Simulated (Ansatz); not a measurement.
SbSI:
```xyz
12
Lattice="8.2925 0.0000 0.0000 0.0000 4.0139 0.0000 0.0000 0.0000 9.9368" Properties=species:S:1:pos:R:3 pbc="T T T"
Sb     5.2037     3.0104     3.7326
Sb     3.0888     1.0035     6.2042
Sb     7.2351     1.0035     8.7010
Sb     1.0574     3.0104     1.2358
S      6.9739     3.0104     0.4846
S      1.3186     1.0035     9.4522
S      5.4648     1.0035     5.4530
S      2.8277     3.0104     4.4838
I      0.0923     3.0104     6.6496
I      8.2002     1.0035     3.2872
I      4.0540     1.0035     1.6812
I      4.2385     3.0104     8.2556
```

Relaxed with LDA. Special points in fractions of this cell's reciprocal vectors: Γ (0.000, 0.000, 0.000); X (0.500, 0.000, 0.000); S (0.500, 0.500, 0.000); Y (0.000, 0.500, 0.000); Z (0.000, 0.000, 0.500); U (0.500, 0.000, 0.500); R (0.500, 0.500, 0.500); T (0.000, 0.500, 0.500).

### Question
List the band energies nearest the valence-band maximum at these points for LDA (plane waves, PAW; program Ansatz).

### Answer
In eV from the valence-band maximum; about four levels below and three above (degenerate sets whole), none deeper than 8.9 eV; points with the same levels are listed once.

```csv
k,below,above
Γ,-0.77 -0.59 -0.56 -0.40,1.82 1.88 2.16
X,-0.47 -0.47 -0.17 -0.17,2.01 2.01 2.20 2.20
S,-0.84 -0.84 -0.84 -0.84,2.82 2.82 2.82 2.82
Y,-1.08 -1.08 -0.67 -0.67,2.15 2.15 3.16 3.16
Z,-0.45 -0.45 -0.08 -0.08,1.59 1.59 2.15 2.15
U,-0.29 -0.29 -0.13 -0.13,1.46 1.46 2.29 2.29
R,-0.60 -0.60 -0.60 -0.60,2.42 2.42 2.42 2.42
T,-0.85 -0.85 -0.05 -0.05,1.98 1.98 2.34 2.34
```

Space group Pnma. The first step of the workflow began from a Materials Project structure, measured or hypothetical; the Crystallography Open Database files this formula in space group No. 62, but the cells were not matched. Its standing as an ambient phase is unchecked. The cell was relaxed with LDA under the symmetry of its start; its stability against distortions is not shown here. A crystal of weakly bound chains computed without a dispersion correction: the cell and the soft elastic constants depend strongly on that. Scalar-relativistic: spin–orbit coupling is off unless named, which matters more the heavier the elements.

Potentials: the later of the program's two PAW sets.
